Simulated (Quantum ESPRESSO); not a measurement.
# Kohn-Sham bands of SiC (wurtzite)

```
SiC
1.0
    3.07351     0.00000     0.00000
   -1.53676     2.66174     0.00000
    0.00000     0.00000     5.04525
Si C
2 2
Direct
  0.33333   0.66667   0.49960
  0.66667   0.33333   0.99960
  0.33333   0.66667   0.87540
  0.66667   0.33333   0.37540
```

Structure: Materials Project mp-7140, symmetrised, not relaxed again. COD (Crystallography Open Database) has the formula in 5 space groups, this one among them (matched by group alone). Level: PBEsol, no spin polarisation, no spin-orbit coupling; pw.x of Quantum ESPRESSO at 66 Ry with PseudoDojo potentials, 12×12×6 k-points, Wannier90. Density: 12×12×6 mesh, cold smearing 0.01 Ry.

Q: List the Kohn-Sham levels between −8 and 5.1 eV relative to the valence-band maximum at the high-symmetry points, as a band run of pw.x on that density gives them (levels within 2 meV counted together).

A: 
| point | k (reciprocal lattice) | levels (eV) |
|---|---|---|
| Γ | 0.000 0.000 0.000 | -1.33 (×2), -0.12, 0.00 (×2), 4.75 |
| M | 0.500 0.000 0.000 | -7.81, -6.33, -5.49, -3.36, -3.35, -1.21, 2.66, 4.13 |
| K | 0.333 0.333 0.000 | -6.84, -6.28 (×2), -4.10 (×2), -3.88, 2.12 |
| A | 0.000 0.000 0.500 | -4.48 (×2), -0.72 (×4) |
| L | 0.500 0.000 0.500 | -2.47 (×2), -2.35 (×2), 3.18 (×2) |
| H | 0.333 0.333 0.500 | -7.80 (×2), -5.73 (×2), -1.75 (×2), 5.00 (×2) |
